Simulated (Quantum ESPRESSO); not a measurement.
# Planted mistakes on one cell of Ge3Si13

The results below are calculated, not measured. They come from pw.x of Quantum ESPRESSO 7.5, a plane-wave density functional program, with PseudoDojo standard norm-conserving files (v0.5 for PBE, v0.4.1 for LDA and PBEsol). The cells are made up: elements, strain and atom displacements were drawn at random, and nothing was relaxed. There is no spin polarisation, spin-orbit coupling or dispersion term.

The cell has 16 sites of a zincblende or diamond lattice (two cubes along c). Sites 1 to 8 hold Ge Si Si Si Si Si Si Si; sites 9 to 16 hold Si Si Si Ge Ge Si Si Si. Cell vectors in Å: (5.581, 0.000, 0.000); (0.000, 5.581, 0.000); (0.000, 0.000, 11.162). Settings: PBE, cutoff 1061 eV, 4 x 4 x 2 k mesh shifted by half a step, Fermi-Dirac smearing of 0.025 eV.

The intended run has a self-consistency threshold of 1e-07 eV, a smearing term of 0.000 eV, a pressure of -2.51 GPa and 13 iterations. Each further run changes one thing: all lengths scaled by 0.9896; atoms of sites 11 and 12 exchanged; cutoff 560 eV; files of PBEsol; k mesh 2 x 2 x 2; one electron removed; threshold 0.3 eV. A coarse mesh keeps the shift, and a charged cell sits in a uniform background.

| run | change of free energy (eV) | smearing term -TS (eV) | change of P (GPa) | largest change of a force component (eV/Å) | iterations |
| --- | --- | --- | --- | --- | --- |
| A | -0.073 | 0.000 | -0.06 | 0.566 | 11 |
| B | 0.328 | 0.000 | 0.06 | 0.026 | 13 |
| C | -6.010 | 0.000 | -4.78 | 0.063 | 13 |
| D | 0.108 | 0.000 | -0.27 | 0.339 | 4 |
| E | 83.947 | 0.000 | -171.89 | 0.038 | 13 |
| F | 9.811 | 0.000 | -2.00 | 0.063 | 13 |
| G | -0.089 | 0.000 | 2.40 | 0.061 | 13 |

A rerun of the intended cell at 1347 eV and k mesh 6 x 6 x 4 moved values by no more than 0.030 eV in the cell's energy, 0.03 GPa in stress and 0.002 eV/Å in force.

Question: which change belongs to which run?

## Worked reading

Run D has the fewest iterations, as a run stopped early does. Run E has a higher energy and the largest fall in pressure, as too small a basis gives. Run G changes the volume by a factor of 0.9691; minus its pressure change over the logarithm of that factor, 76 GPa, is a rough bulk modulus with clamped atoms. Energies from files of another functional, or of a charged cell, have another zero and say nothing on stability; the pressure of a charged cell rests on the program's zero of potential too.

## Key

| run | change |
| --- | --- |
| A | atoms of sites 11 and 12 exchanged |
| B | k mesh 2 x 2 x 2 |
| C | one electron removed |
| D | threshold 0.3 eV |
| E | cutoff 560 eV |
| F | files of PBEsol |
| G | all lengths scaled by 0.9896 |